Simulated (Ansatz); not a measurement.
Data:

BaTiO$_{3}$:
Space group R3m, hexagonal axes (No. 160); a = b = 5.5762 Å, c = 6.8415 Å, α = β = 90.00°, γ = 120.00°

| atom | site | symmetry | x | y | z |
|---|---|---|---|---|---|
| Ba | 3a | 3m | 0.0000 | 0.0000 | 0.9989 |
| Ti | 3a | 3m | 0.0000 | 0.0000 | 0.5075 |
| O | 9b | .m | 0.1680 | 0.3361 | 0.3215 |
(The calculation used a cell of 5 atoms; values per cell refer to that cell.)

This is the LDA-relaxed structure.

**Question.** All from LDA in the plane-wave PAW code Ansatz, unless another level is named. Give the electronic dielectric constant ε∞ (DFPT).

**Answer.** 6.36 (xx = yy), 6.05 (zz).

**Question.** And the largest static χ(2) component?

**Answer.** 42 pm/V.

**Question.** Predict the Born charges (a third of the trace).

**Answer.** Ba +2.80, Ti +6.66, O -3.15 e.

**Question.** Predict the static dielectric constant ε0 (ions relaxed, cell fixed).

**Answer.** 108 (xx = yy), 54.1 (zz).

This is a known low-temperature phase of the composition, computed here at zero pressure and temperature. The cell was relaxed with LDA under the symmetry of its start; its stability against distortions is not shown here. No spin polarisation was allowed. Scalar-relativistic: spin–orbit coupling is off unless named, which matters more the heavier the elements.

Potentials: the earlier of the program's two PAW sets. The files were generated under PBE; for other functionals the program regenerates the frozen cores, and for LDA and PBEsol the local potential too.
